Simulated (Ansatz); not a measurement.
PbSe (rock salt)

```
CELL_PARAMETERS angstrom
      0.00000     3.05080     3.05080
      3.05080     0.00000     3.05080
      3.05080     3.05080     0.00000
ATOMIC_POSITIONS crystal
  Se 0.00000 0.00000 0.00000
  Pb 0.50000 0.50000 0.50000
```

The slice is a {111} plane (indices of the conventional cell) through the point (0.500, 0.500, 0.500) (fractional), spanned by u = [100] and v = [-1 2 0] in vectors of this cell: u (4.31 Å) and v (7.47 Å, at 90° to u). It covers one period; positions are fractions (u, v).

All values below come from PBEsol (plane waves to 420 eV, PAW, scalar-relativistic; Ansatz, a quantum-chemistry and plane-wave program). k mesh 9×9×9. Near the nuclei the fields are pseudised (PAW); where an atom keeps semicore shells as valence, they peak there. PbSe was relaxed with its symmetry unable to fall. Spin-orbit coupling is left out, though Pb is heavy.

Question: Predict the map of the density of the highest valence band (whole band, smooth part) on the slice.

Answer: 
```
|8899996622000000000022669999|
|9999774411000000000011447799|
|6666442200000000000000224466|
|2222110000000011000000001122|
|0000000000000000000000000000|
|0000000000000000000000000000|
|0000000000000000000000000000|
|1100000000112222221100000000|
|0000000022446666664422000000|
|0000001144779999997744110000|
|0000002266999988999966220000|
|0000002277998822889977220000|
|0000002266999988999966220000|
|0000001144779999997744110000|
|0000000022446666664422000000|
|1100000000112222221100000000|
|0000000000000000000000000000|
|0000000000000000000000000000|
|0000000000000000000000000000|
|2222110000000011000000001122|
|6666442200000000000000224466|
|9999774411000000000011447799|
|8899996622000000000022669999|
|2288997722000000000022779988|
```
Scale: ten equal steps from 0.010 (start of '0') to 0.064 (end of '9'), in the order '0123456789'. Values: density of the highest valence band (whole band, smooth part) in e/Å³. The map has 14 points along u (two characters each, u = 0 at the left) and 24 along v (v = 0 in the bottom row).
